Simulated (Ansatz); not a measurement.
# Ti$_{5}$Ge$_{3}$: do energies and stresses tell the same story?

Method: DFT r2SCAN, scalar-relativistic, plane waves, PAW in Ansatz.

Plane waves to 500 eV, a k mesh through Γ of 6×6×8 on the computed 16-atom cell and Gaussian smearing (0.10 eV); no spin polarisation.

Relaxed cell: P6_3/mcm, a = 7.548 Å, b = 7.548 Å, c = 5.196 Å, α = 90.00°, β = 90.00°, γ = 120.00°, 16 atoms in the primitive cell. Whether it is the stable form of this composition wasn't checked.

Energies at zero smearing and pressures from the stress tensor, at volumes with shape and atoms relaxed:
```
V (Å³/atom) E − E(first) (meV/atom) P (GPa)
     14.098                     0.00    23.15
     14.579                   -58.27    15.94
     15.060                   -96.51     9.77
     15.540                  -117.61     4.50
     16.021                  -124.09    -0.01
     16.501                  -118.11    -3.84
     16.982                  -101.49    -7.12
     17.623                   -65.54   -10.72
```

Task: Check P = −dE/dV between neighbouring volumes, and get the bulk modulus from the pressures alone.

Result: With 1 eV/Å³ = 160.2 GPa:
```
middle V (Å³/atom)  −ΔE/ΔV (GPa) mean P (GPa)
            14.339        19.426        19.546
            14.819        12.745        12.851
            15.300         7.035         7.130
            15.781         2.162         2.245
            16.261        -1.995        -1.924
            16.742        -5.539        -5.479
            17.302        -8.990        -8.917
```

The two differ by 0.12 GPa at most. The mean of two end pressures misses the average over a step by about ΔV² P″/12, up to 0.09 GPa here; with that taken off 0.03 GPa remains. The stress is the derivative of the free energy, not of the energy at zero smearing, and with free energies 0.01 GPa remains. Around V = 16.021 Å³/atom, the two neighbours give B = −V ΔP/ΔV = 16.021 × 8.34 / 0.961 = 139.0 GPa, against B0 = 138.1 GPa from the Birch–Murnaghan fit of the energies.

Cost: 9 runs of about 77 core-minutes in all, on Oxide Virtual Turin-like Processor (Zen 5) (shared hosts).